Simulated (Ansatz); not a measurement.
Relaxed-ion elastic tensor of TiP in space group P6_3/mmc (No. 194; Ti on 4f, P on 2d, P on 2a) in GPa (Voigt order), PBEsol (plane waves, PAW; program Ansatz); density 4.37 g/cm³, 14.99 Å³ per atom.

```
 239  90.8   108   0.0   0.0   0.0
90.8   239   108   0.0   0.0   0.0
 108   108   268   0.0   0.0   0.0
 0.0   0.0   0.0   150   0.0   0.0
 0.0   0.0   0.0   0.0   150   0.0
 0.0   0.0   0.0   0.0   0.0  74.1
```

Question: Is the crystal mechanically stable?

Answer: Yes: the smallest eigenvalue of C is 74.1 GPa.

Question: Work out the Voigt, Reuss and Hill averages.

Answer: K_V = 151, K_R = 150, K_H = 150; G_V = 104, G_R = 92.2, G_H = 98.1 GPa.

Question: Give Young's modulus, Poisson's ratio, Pugh's ratio and the universal anisotropy index.

Answer: E = 9KG/(3K + G) = 242 GPa; ν = 0.23; K/G = 1.53 (brittle by the Pugh limit of 1.75); A_U = 5G_V/G_R + K_V/K_R − 6 = 0.65.

Question: Estimate the sound speeds and the Debye temperature.

Answer: v_l = √((K + 4G/3)/ρ) = 8030 m/s, v_t = √(G/ρ) = 4740 m/s, mean 5250 m/s; Θ = (h/k)(3n/4πV)^(1/3) v_m = 634 K.

Question: How much does each axis shrink under pressure?

Answer: Linear compressibilities β_i = Σ_j S_ij (j = 1 to 3): x 2.5, y 2.5, z 1.7 per TPa.

The first step of the workflow began from a Materials Project structure, measured or hypothetical; the Crystallography Open Database files this formula in space group No. 194, but the cells were not matched. Its standing as an ambient phase is unchecked. The cell was relaxed with PBEsol under the symmetry of its start; whether a distortion lowers the energy is not shown. No spin polarisation was allowed. As this level gives no gap, shear constants depend on the k-mesh and smearing (Fermi–Dirac, 0.1 eV here).

Potentials: the later of the program's two PAW sets.
